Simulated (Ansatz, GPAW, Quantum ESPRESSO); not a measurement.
# One calculation of HfMoC2, 3 ways

```
Hf Mo C
1.0
     3.19142    0.00000    0.00000
     0.00000    3.19142    0.00000
     0.00000    0.00000    4.48516
Hf Mo C
1 1 2
Direct
  0.00000 0.00000 0.00000
  0.50000 0.50000 0.50000
  0.50000 0.50000 0.00000
  0.00000 0.00000 0.50000
```

The cell comes from a database or a generator and needn't be the stable form of this composition.

Alike in all runs: task band structure; functional PBEsol; k mesh 8 × 8 × 6; occupations fermi-dirac, width 0.05 eV; no spin polarisation; no spin-orbit coupling. Pressure is positive in compression and, in plane waves, holds the error of the finite cutoff.

```tsv
program and potentials	plane-wave cutoff (eV)	notes	pressure (GPa)
Ansatz, all-electron LAPW, scalar-relativistic	-	-	-8.94
GPAW, PAW data sets generated for this functional	800	-	-8.04
Quantum ESPRESSO, GBRV 1.5 PBEsol	612	-	?
```

Task: Estimate from the other rows what the run with Quantum ESPRESSO, GBRV 1.5 PBEsol gave.

Result: Pressure -8.98 GPa. The other rows, which needn't bracket it: pressure -8.94 to -8.04.
